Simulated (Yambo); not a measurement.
# Optical response of LiHF₂

```
CELL_PARAMETERS angstrom
      1.49426     0.86271     4.38926
     -1.49426     0.86271     4.38926
      0.00000    -1.72542     4.38926
ATOMIC_POSITIONS crystal
  H  0.50000 0.50000 0.50000
  Li 0.00000 0.00000 0.00000
  F  0.41347 0.41347 0.41347
  F  0.58653 0.58653 0.58653
```

Yambo, RPA with local fields on PBEsol bands shifted by a G0W0 scissor of 4.57 eV; 16×16×16 mesh, 27 bands, 4 Ry local-field block, 0.2 eV broadening; field along x.

```csv
E (eV),Im ε,Re ε,"Im ε, independent particles"
0.0,0.00,1.60,0.00
0.5,0.00,1.60,0.00
1.0,0.00,1.60,0.00
1.5,0.00,1.61,0.00
2.0,0.00,1.61,0.00
2.5,0.00,1.61,0.00
3.0,0.00,1.62,0.00
3.5,0.00,1.62,0.00
4.0,0.00,1.63,0.00
4.5,0.00,1.63,0.00
5.0,0.00,1.64,0.00
5.5,0.00,1.65,0.00
6.0,0.00,1.66,0.00
6.5,0.00,1.67,0.01
7.0,0.01,1.68,0.01
7.5,0.01,1.70,0.01
8.0,0.01,1.71,0.01
8.5,0.01,1.73,0.01
9.0,0.01,1.75,0.01
9.5,0.01,1.78,0.01
10.0,0.01,1.81,0.01
10.5,0.02,1.84,0.02
11.0,0.02,1.89,0.02
11.5,0.02,1.94,0.03
12.0,0.03,2.01,0.04
12.5,0.06,2.12,0.06
13.0,0.14,2.29,0.14
13.5,0.40,2.37,0.42
14.0,0.63,2.31,0.65
14.5,0.81,2.14,0.83
15.0,0.79,2.00,0.81
15.5,0.76,1.93,0.78
16.0,0.78,1.93,0.81
16.5,0.89,2.03,0.93
17.0,1.11,1.89,1.15
17.5,1.15,1.69,1.19
18.0,1.14,1.50,1.20
18.5,1.13,1.38,1.20
19.0,0.92,1.17,1.00
19.5,0.66,1.20,0.74
20.0,0.52,1.38,0.61
```

Structure narrower than a few tenths of an eV can come from the finite k mesh. Convergence of the RPA response with its 16×16×16 mesh was not tested. The scissor comes from a G0W0 run whose convergence isn't established. No excitonic effects at this level.

Geometry relaxed with PBE+D3(BJ).

The structure is a Materials Project entry; no match was found in the copy of COD used, and its stability was not checked.
